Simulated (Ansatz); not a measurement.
AlZnNO:
```cif
data_AlNOZn
_chemical_formula_sum 'Al1 Zn1 O1 N1'
_space_group_name_H-M_alt 'P 1'
_space_group_IT_number 1
_cell_length_a 3.13506
_cell_length_b 3.13506
_cell_length_c 5.15068
_cell_angle_alpha 90.000
_cell_angle_beta 90.000
_cell_angle_gamma 120.000
loop_
_space_group_symop_operation_xyz
  'x, y, z'
loop_
_atom_site_label
_atom_site_type_symbol
_atom_site_fract_x
_atom_site_fract_y
_atom_site_fract_z
_atom_site_occupancy
Al1 Al 0.33333 0.66667 0.50422 1
Zn1 Zn 0.66667 0.33333 0.98770 1
O1 O 0.33333 0.66667 0.15216 1
N1 N 0.66667 0.33333 0.60592 1
```

Relaxed with r²SCAN.

Problem. Which orbitals make up the states near the band edges in r²SCAN in the plane-wave PAW code Ansatz?

Solution. Top 1 eV of the valence band: N 2p 55 %, O 2p 28 %, Zn 3d 9 %. Bottom 1 eV of the conduction band: Zn 4s 45 %, O 2s 14 %, N 2s 13 %, Al 3s 8 %, N 2p 7 %, O 2p 6 %, Al 3p 5 %. Projections are on Löwdin-orthogonalised atomic valence shells; empty p or d shells of many metals are not among them.

Problem. Tabulate the density of states.

Solution. States/eV per cell of 4 atoms, in 0.25 eV bins, energy from the valence-band maximum.

```tsv
E (eV)	total	Zn 3d	O 2p	N 2p
-7.85	0.00	0.00	0.00	0.00
-7.60	0.00	0.00	0.00	0.00
-7.35	0.00	0.00	0.00	0.00
-7.10	0.00	0.00	0.00	0.00
-6.85	0.00	0.00	0.00	0.00
-6.60	0.00	0.00	0.00	0.00
-6.35	0.07	0.03	0.02	0.01
-6.10	3.53	1.66	1.11	0.30
-5.85	4.13	2.16	1.33	0.22
-5.60	5.05	2.89	1.44	0.29
-5.35	9.31	6.33	2.11	0.44
-5.10	2.20	1.30	0.45	0.23
-4.85	5.95	4.58	0.40	0.60
-4.60	9.69	8.72	0.25	0.47
-4.35	3.57	2.57	0.42	0.33
-4.10	3.55	1.77	0.90	0.43
-3.85	2.56	1.04	0.64	0.47
-3.60	2.09	0.83	0.48	0.44
-3.35	1.43	0.49	0.27	0.41
-3.10	1.85	0.55	0.53	0.47
-2.85	1.92	0.50	0.63	0.49
-2.60	1.99	0.46	0.68	0.55
-2.35	2.79	0.56	1.02	0.81
-2.10	2.98	0.53	1.17	0.89
-1.85	2.59	0.40	1.10	0.78
-1.60	2.55	0.37	1.08	0.83
-1.35	2.36	0.30	0.90	0.91
-1.10	3.32	0.36	1.04	1.59
-0.85	3.93	0.42	1.27	1.90
-0.60	5.04	0.47	1.31	2.86
-0.35	2.81	0.24	0.72	1.68
-0.10	0.76	0.05	0.18	0.49
0.15	0.00	0.00	0.00	0.00
0.40	0.00	0.00	0.00	0.00
0.65	0.00	0.00	0.00	0.00
0.90	0.00	0.00	0.00	0.00
1.15	0.00	0.00	0.00	0.00
1.40	0.00	0.00	0.00	0.00
1.65	0.00	0.00	0.00	0.00
1.90	0.00	0.00	0.00	0.00
2.15	0.00	0.00	0.00	0.00
2.40	0.00	0.00	0.00	0.00
2.65	0.00	0.00	0.00	0.00
2.90	0.00	0.00	0.00	0.00
3.15	0.02	0.00	0.00	0.00
3.40	0.05	0.00	0.00	0.00
3.65	0.07	0.00	0.00	0.00
3.90	0.09	0.00	0.01	0.01
4.15	0.12	0.00	0.01	0.01
4.40	0.15	0.00	0.01	0.02
4.65	0.19	0.00	0.02	0.02
4.90	0.23	0.00	0.02	0.03
5.15	0.31	0.00	0.03	0.04
5.40	0.41	0.00	0.04	0.06
5.65	0.58	0.00	0.05	0.07
5.90	1.27	0.01	0.07	0.12
6.15	1.34	0.01	0.07	0.12
6.40	1.07	0.00	0.06	0.07
6.65	0.88	0.00	0.04	0.05
6.90	1.11	0.00	0.04	0.05
7.15	0.77	0.00	0.03	0.03
7.40	1.32	0.00	0.06	0.07
7.65	1.65	0.00	0.08	0.11
```

Space group P3m1. The start of the workflow was typed in or built on a structure type; neither database checked (COD, Materials Project) lists it. Its standing as an ambient phase is unchecked. Symmetry was held in the r²SCAN relaxation; whether a distortion lowers the energy is not shown.

Potentials: the earlier of the program's two PAW sets.
